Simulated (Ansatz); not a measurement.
**Ansatz 0.2.0, relaxation: La₃In₂Ge₇**

Launch command:

```bash
ansatz run input.yaml --threads 2 --pin off --max-ram 3584MiB --backend cpu --events-out ev --progress --plain --runs-dir out
```

Input:

```yaml
crystal:
  lattice:
    - [4.437807, 0.0, 0.0]
    - [2.218903, -13.342426, 0.0]
    - [0.0, 0.0, -4.447475]
  atoms:
    - { symbol: La, position: [0.1845, 0.631, 0.0] }
    - { symbol: La, position: [0.8155, 0.369, 0.0] }
    - { symbol: Ge, position: [0.0907, 0.8186, 0.5] }
    - { symbol: Ge, position: [0.9093, 0.1814, 0.5] }
    - { symbol: La, position: [0.5, 0.0, 0.5] }
    - { symbol: Ge, position: [0.0, 0.0, 0.0] }
    - { symbol: Ge, position: [0.2822, 0.4356, 0.5] }
    - { symbol: Ge, position: [0.7178, 0.5644, 0.5] }
    - { symbol: Ge, position: [0.4095, 0.181, 0.0] }
    - { symbol: Ge, position: [0.5905, 0.819, 0.0] }
    - { symbol: In, position: [0.3717, 0.2566, 0.5] }
    - { symbol: In, position: [0.6283, 0.7434, 0.5] }
  symmetry: { tolerance: 0.0003 }
kpoints:
  mp_grid: { grid: [4, 4, 4], shift: [0, 0, 0] }
magnetization:
  spin_polarized: false
scf:
  occupations: { method: fermi_dirac }
  lower_state_search: "off"
hamiltonian:
  pseudopotentials: { kind: paw }
  xc: pbe
basis:
  ecutwfc: 420
  fft_grid_basis: typed
relax:
  max_steps: 40
output:
  forces: true
  stress: true
  eigenvalues: true
  bader: false
  populations: true
  elf: true
  write_potential: true
  volumetric_format: npy
  dos:
    e_range: [-12, 8]
    de: 0.05
    projected: { site_lists: { Ge: [Ge], In: [In], La: [La] } }
  write_density: true
checkpoint:
  read: saved_state
```

Origin of the cell: a known structure type with other elements, at an estimated volume, so it need not be a known compound.

The smearing width isn't typed, so it takes its default of 0.1 eV.

The saved state is a converged single point of the same cell.

Steps:

```tsv
step	ΔF (meV/atom)	max force component (eV/Å)	SCF iterations	step was
1	0.0	3.513	8	accepted
2	-192.2	1.500	6	accepted
3	-257.0	0.260	6	accepted
4	-259.1	0.046	7	accepted
5	-259.2	0.022	7	accepted
6	-259.2	0.007	6	accepted
```

Step 1, with forces in eV/Å:

```xyz
12
Lattice="4.438 0.000 0.000 2.219 -13.342 0.000 0.000 0.000 -4.447" Properties=species:S:1:pos:R:3:forces:R:3 pbc="T T T" step=1
La    2.219   -8.419    0.000    0.000    0.550    0.000
La    4.438   -4.923    0.000    0.000   -0.550    0.000
Ge    2.219  -10.922   -2.224    0.000   -2.510    0.000
Ge    4.438   -2.420   -2.224    0.000    2.510    0.000
La    2.219    0.000   -2.224    0.000    0.000    0.000
Ge    0.000    0.000    0.000    0.000    0.000    0.000
Ge    2.219   -5.812   -2.224    0.000   -3.513    0.000
Ge    4.438   -7.530   -2.224    0.000    3.513    0.000
Ge    2.219   -2.415    0.000    0.000    2.443    0.000
Ge    4.438  -10.927    0.000    0.000   -2.443    0.000
In    2.219   -3.424   -2.224    0.000   -1.340    0.000
In    4.438   -9.919   -2.224    0.000    1.340    0.000
```

Step 2, with forces in eV/Å:

```xyz
12
Lattice="4.438 0.000 0.000 2.219 -13.342 0.000 0.000 0.000 -4.447" Properties=species:S:1:pos:R:3:forces:R:3 pbc="T T T" step=2
La    2.219   -8.390    0.000    0.000    0.118    0.000
La    4.438   -4.953    0.000    0.000   -0.118    0.000
Ge    2.219  -11.066   -2.224    0.000   -1.383    0.000
Ge    4.438   -2.277   -2.224    0.000    1.383    0.000
La    2.219    0.000   -2.224    0.000    0.000    0.000
Ge    0.000    0.000    0.000    0.000    0.000    0.000
Ge    2.219   -6.002   -2.224    0.000   -1.500    0.000
Ge    4.438   -7.340   -2.224    0.000    1.500    0.000
Ge    2.219   -2.274    0.000    0.000    1.371    0.000
Ge    4.438  -11.068    0.000    0.000   -1.371    0.000
In    2.219   -3.499   -2.224    0.000   -1.252    0.000
In    4.438   -9.844   -2.224    0.000    1.252    0.000
```

Step 3, with forces in eV/Å:

```xyz
12
Lattice="4.438 0.000 0.000 2.219 -13.342 0.000 0.000 0.000 -4.447" Properties=species:S:1:pos:R:3:forces:R:3 pbc="T T T" step=3
La    2.219   -8.451    0.000    0.000    0.142    0.000
La    4.438   -4.892    0.000    0.000   -0.142    0.000
Ge    2.219  -11.255   -2.224    0.000    0.166    0.000
Ge    4.438   -2.087   -2.224    0.000   -0.166    0.000
La    2.219    0.000   -2.224    0.000    0.000    0.000
Ge    0.000    0.000    0.000    0.000    0.000    0.000
Ge    2.219   -6.182   -2.224    0.000    0.220    0.000
Ge    4.438   -7.161   -2.224    0.000   -0.220    0.000
Ge    2.219   -2.080    0.000    0.000   -0.165    0.000
Ge    4.438  -11.263    0.000    0.000    0.165    0.000
In    2.219   -3.619   -2.224    0.000    0.260    0.000
In    4.438   -9.723   -2.224    0.000   -0.260    0.000
```

Step 4, with forces in eV/Å:

```xyz
12
Lattice="4.438 0.000 0.000 2.219 -13.342 0.000 0.000 0.000 -4.447" Properties=species:S:1:pos:R:3:forces:R:3 pbc="T T T" step=4
La    2.219   -8.406    0.000    0.000   -0.037    0.000
La    4.438   -4.936    0.000    0.000    0.037    0.000
Ge    2.219  -11.243   -2.224    0.000   -0.005    0.000
Ge    4.438   -2.099   -2.224    0.000    0.005    0.000
La    2.219    0.000   -2.224    0.000    0.000    0.000
Ge    0.000    0.000    0.000    0.000    0.000    0.000
Ge    2.219   -6.138   -2.224    0.000   -0.046    0.000
Ge    4.438   -7.204   -2.224    0.000    0.046    0.000
Ge    2.219   -2.093    0.000    0.000    0.011    0.000
Ge    4.438  -11.249    0.000    0.000   -0.011    0.000
In    2.219   -3.580   -2.224    0.000   -0.042    0.000
In    4.438   -9.763   -2.224    0.000    0.042    0.000
```

Step 5, with forces in eV/Å:

```xyz
12
Lattice="4.438 0.000 0.000 2.219 -13.342 0.000 0.000 0.000 -4.447" Properties=species:S:1:pos:R:3:forces:R:3 pbc="T T T" step=5
La    2.219   -8.413    0.000    0.000   -0.003    0.000
La    4.438   -4.929    0.000    0.000    0.003    0.000
Ge    2.219  -11.235   -2.224    0.000   -0.022    0.000
Ge    4.438   -2.108   -2.224    0.000    0.022    0.000
La    2.219    0.000   -2.224    0.000    0.000    0.000
Ge    0.000    0.000    0.000    0.000    0.000    0.000
Ge    2.219   -6.149   -2.224    0.000    0.004    0.000
Ge    4.438   -7.193   -2.224    0.000   -0.004    0.000
Ge    2.219   -2.100    0.000    0.000    0.014    0.000
Ge    4.438  -11.243    0.000    0.000   -0.014    0.000
In    2.219   -3.593   -2.224    0.000    0.021    0.000
In    4.438   -9.749   -2.224    0.000   -0.021    0.000
```

Step 6, with forces in eV/Å:

```xyz
12
Lattice="4.438 0.000 0.000 2.219 -13.342 0.000 0.000 0.000 -4.447" Properties=species:S:1:pos:R:3:forces:R:3 pbc="T T T" step=6
La    2.219   -8.416    0.000    0.000    0.007    0.000
La    4.438   -4.927    0.000    0.000   -0.007    0.000
Ge    2.219  -11.241   -2.224    0.000    0.002    0.000
Ge    4.438   -2.101   -2.224    0.000   -0.002    0.000
La    2.219    0.000   -2.224    0.000    0.000    0.000
Ge    0.000    0.000    0.000    0.000    0.000    0.000
Ge    2.219   -6.146   -2.224    0.000   -0.002    0.000
Ge    4.438   -7.196   -2.224    0.000    0.002    0.000
Ge    2.219   -2.094    0.000    0.000   -0.003    0.000
Ge    4.438  -11.248    0.000    0.000    0.003    0.000
In    2.219   -3.587   -2.224    0.000    0.001    0.000
In    4.438   -9.755   -2.224    0.000   -0.001    0.000
```

```
Free energy lowered by  : 259.2 meV/atom
Final pressure          : 8.47 GPa
Relaxation steps listed : 6
```

Caveats: no moments, though an odd count or open d shells may carry them; no spin-orbit coupling, though heavy elements are present; the SCF threshold is looser than advised for a stress; the k mesh is coarse if the cell is a metal; the relaxation held the start's symmetry, so the end may be a saddle point.

The run took 2.7 min on 2 threads of Arm Neoverse V2, with other jobs on the host, peak memory 0.93 GiB, from a saved density.
